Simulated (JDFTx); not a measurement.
System: Zr(0001) (P6_3/mmc bulk; lattice of mp-131, not re-optimised at this level), 1x1 cell of 4 atoms in 4 planes, area 9.09 Å² a face, 7.6 Å between the outermost planes in a cell 23.8 Å high; k mesh 8×8×1, Fermi width 0.01 Ha, no spin polarisation.

Level of theory: PBE, GBRV ultrasoft potentials, plane waves to 20/100 Ha; code: JDFTx (a modified build). Liquid: linear PCM (GLSSA13), water, 0.5 M KCl. Between zero charge and -0.61 V from it the run gives σ = -15.9 μC/cm², a mean capacitance of 26.3 μF/cm². The liquid has ε = 78.4, a 1:1 salt at 0.5 M with linear (Debye) response, and T = 298 K.

Working it through: the Debye length, the diffuse-layer capacitance, and the inner capacitance that is left when the two stand in series.

Each ion has density c = 0.5 × 6.022×10⁻⁴ = 3.011e-04 Å⁻³. λ² = ε kT / (8π (e²/4πε₀) c) with kT = 0.02568 eV and e²/4πε₀ = 14.40 eV Å gives λ = 4.30 Å; the log prints 4.30 Å. C_diffuse = ε₀ε/λ = 161 μF/cm². Then 1/C_inner = 1/26.3 − 1/161, so C_inner = 31.4 μF/cm², which equals a vacuum gap of ε₀/C_inner = 0.28 Å. The diffuse layer takes 16 % of the potential drop; the rest lies between the electrode's charge and the onset of the dielectric, with the electrode's own (quantum) capacitance in it. The split is a model: in the calculation solvent and ions share one smooth cavity.
